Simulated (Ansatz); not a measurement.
Compressing H6C3Br2O: a fit and a missing row

H6C3Br2O, C2/c, a = 7.620 Å, b = 7.320 Å, c = 12.078 Å, β = 103.8°. The structure is a COD entry; whether it is the stable form wasn't checked. Ansatz: PBE+D3(BJ), PAW, 420 eV, Γ-centred 6×6×4 mesh on 24 atoms, Gaussian smearing 0.02 eV; no spin polarisation. Shape and atoms are relaxed at each volume; pressure is positive in compression.

```
V (Å³/atom) P (GPa)
     12.402        ?
     12.811     0.54
     13.219     0.25
     13.628    -0.01
     14.037    -0.22
     14.446    -0.37
```

**Question.** Take V0 = 13.628 Å³/atom, count pressures from its P0 = -0.01 GPa, fit the third-order Birch–Murnaghan form to the other rows, and predict the missing pressure.

**Answer.** With the Eulerian strain f = ½[(V0/V)^(2/3) − 1] and y = (P − P0)/[3f(1 + 2f)^(5/2)], the form is the line y = B0 + 1.5 B0 (B0′ − 4) f. Rows (f, y): 0.02104, 7.86; 0.01026, 8.03; -0.00976, 7.53; -0.01906, 6.94. Means f = 0.0006200, y = 7.5900; Σ(Δf)² = 0.001005, ΣΔfΔy = 0.02317; the slope is their ratio. y = 7.576 + 23.06 f GPa, so B0 = 7.6 GPa and B0′ = 4 + 2 × (23.06)/(3 × 7.576) = 6.03. At V = 12.402, f = 0.03243, y = 8.324 and P = 0.94 GPa. The run gave 0.94 GPa, the same to the digits shown. The form still works here, 25 % of the fitted range beyond its end.

Cost: 6 runs of about 55 core-minutes in all, on Arm Neoverse V2 (shared hosts).